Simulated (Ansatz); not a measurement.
A: Ag (space group P6_3/mmc), a = b = 2.8582 Å, c = 9.4214 Å, α = β = 90.00°, γ = 120.00°
B: Co (hcp, Mg type), a = 2.4573 Å, b = 2.4573 Å, c = 3.9686 Å, α = 90.00°, β = 90.00°, γ = 120.00°
C: NbSi2 (CrSi2 type, space group P6_222), a = b = 4.7675 Å, c = 6.5758 Å, α = β = 90.00°, γ = 120.00°
D: MgTe (wurtzite), a = b = 4.560 Å, c = 7.414 Å, α = β = 90.00°, γ = 120.00°

Scan: energy against volume (even scaling of the relaxed cell, symmetry kept). One method and one kind of scan serve all of them; meshes and ranges differ. All were relaxed with their symmetry unable to fall. NbSi2 is run without spin polarisation. Relaxed Co ends ferromagnetic. Spin-orbit coupling is left out. This is one of several known forms of Ag; the measured ambient cells at hand have space group No. 225. The magnetic order is the one the run started from; other orders were not tried. (This holds for the magnetic or f-shell members.)

Problem. Order them by bulk modulus at fixed cell shape (fitted) (lowest first) at the level PBEsol (plane waves to 420 eV, PAW, scalar-relativistic; Ansatz, a program for electronic structure).

Solution. D (36.1 GPa), A (118 GPa), C (188 GPa), B (245 GPa)

(Under strain, the slope of the energy per volume gives the stress and its curvature an elastic modulus.)
